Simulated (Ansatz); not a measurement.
RuB$_{2}$ (space group Pmmn)

```yaml
crystal:
  lattice:
    - [2.84949, 0.00000, 0.00000]
    - [0.00000, 4.62569, 0.00000]
    - [0.00000, 0.00000, 4.02364]
  atoms:
    - { symbol: B, position: [0.00000, 0.80386, 0.36259] }
    - { symbol: B, position: [0.00000, 0.19614, 0.36259] }
    - { symbol: B, position: [0.50000, 0.69614, 0.63741] }
    - { symbol: B, position: [0.50000, 0.30386, 0.63741] }
    - { symbol: Ru, position: [0.00000, 0.00000, 0.84873] }
    - { symbol: Ru, position: [0.50000, 0.50000, 0.15127] }
```

The slice is a (001) plane (indices of the conventional cell) through the point (0.500, 0.696, 0.637) (fractional), spanned by u = [100] and v = [010] in vectors of this cell: u (2.85 Å) and v (4.63 Å, at 90° to u). It covers one period; positions are fractions (u, v).

The numbers are results of PBEsol (plane waves to 420 eV, PAW, scalar-relativistic; Ansatz, an electronic-structure program), not measurements. k mesh 16×10×12. Near the nuclei the fields are pseudised (PAW); where an atom keeps semicore shells as valence, they peak there. RuB2 is run without spin polarisation. RuB2 was relaxed with its symmetry unable to fall.

The ELF has a maximum in the middle third of the B–B line. Where, and how high?

0.85, 0.9 Å from B.

What is the valence density on the shortest B–B line in this plane (1.81 Å), at its midpoint?

0.73 e/Å³.

Predict the map of the valence electron density on the slice.


```
|556666665544333333334455666666|
|777777664433221111223344667777|
|777766554422110000112244556677|
|777766553322000000002233556677|
|777766553322000000002233556677|
|777766554422110000112244556677|
|777777554433221111223344557777|
|666677665544332222334455667766|
|335566666655443333445566666655|
|445577776655554444555566777755|
|667777776666555555556666777777|
|777777776666666666666666777777|
|666666666666777777776666666666|
|555555666677777777777766665555|
|444455556677889999887766555544|
|333344556677999999997766554433|
|333344556688999999998866554433|
|444444556677889999887766554444|
|555555556677778888777766555555|
|666666666666777777776666666666|
|777777776666666666666666777777|
|777777776666665555666666777777|
|556677776666555555556666777766|
|335566776655444444445566776655|
```
Scale: ten equal steps from -1.03 (start of '0') to 0.14 (end of '9'), in the order '0123456789'. Values: log₁₀ of the valence density in e/Å³. The map has 15 points along u (two characters each, u = 0 at the left) and 24 along v (v = 0 in the bottom row). The scale is logarithmic, as a density can span decades between atoms and voids.
